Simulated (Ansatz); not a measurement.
ScB2:
```
CELL_PARAMETERS angstrom
     -1.32967     1.32967     4.27761
      1.32967    -1.32967     4.27761
      1.32967     1.32967    -4.27761
ATOMIC_POSITIONS crystal
  Sc 0.00000 0.00000 0.00000
  B  0.28843 0.28843 0.00000
  B  0.71157 0.71157 0.00000
```

This is the PBEsol-relaxed structure.

**Question.** All from PBEsol in the plane-wave PAW code Ansatz, unless another level is named. Predict the highest zone-centre frequency.

**Answer.** 70.1 meV.

**Question.** Next, the bulk modulus (Birch–Murnaghan fit)?

**Answer.** 149 GPa.

Space group I4/mmm (MoSi2 or CaC2 type). A made-up cell: these elements were put on the sites of a structure type; neither database checked (COD, Materials Project) lists it. COD files the formula under space group No. 191. Whether it is the stable phase at ambient conditions was not checked. The cell was relaxed with PBEsol under the symmetry of its start. At this level the phase is dynamically unstable (imaginary phonons). No spin polarisation was allowed.

Potentials: the earlier of the program's two PAW sets. The files were generated under PBE; for other functionals the program regenerates the frozen cores, and for LDA and PBEsol the local potential too.
